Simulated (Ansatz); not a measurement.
ZnS:
```xyz
2
Lattice="0.0000 2.6782 2.6782 2.6782 0.0000 2.6782 2.6782 2.6782 0.0000" Properties=species:S:1:pos:R:3 pbc="T T T"
Zn     0.0000     0.0000     0.0000
S      4.0173     4.0173     4.0173
```

Relaxed with PBEsol.

Problem. Give the optical modes at the zone centre with their infrared activity from DFPT, the program Ansatz at the PBEsol level (PAW).

Solution. Transverse frequencies, without the LO–TO term; a row sums one degenerate level.

```
ω (cm⁻¹)  degeneracy  IR ((D/Å)²/amu)  activity  symmetry
--------  ----------  ---------------  --------  --------
279                3            12.14        IR        T2
```

Problem. How high does the top mode go among those that the LO–TO term moves?

Solution. 338 cm⁻¹ for q along x.

Space group F-43m (zinc blende). The cell was relaxed with PBEsol under the symmetry of its start.

Potentials: the earlier of the program's two PAW sets. The files were generated under PBE; for other functionals the program regenerates the frozen cores, and for LDA and PBEsol the local potential too.
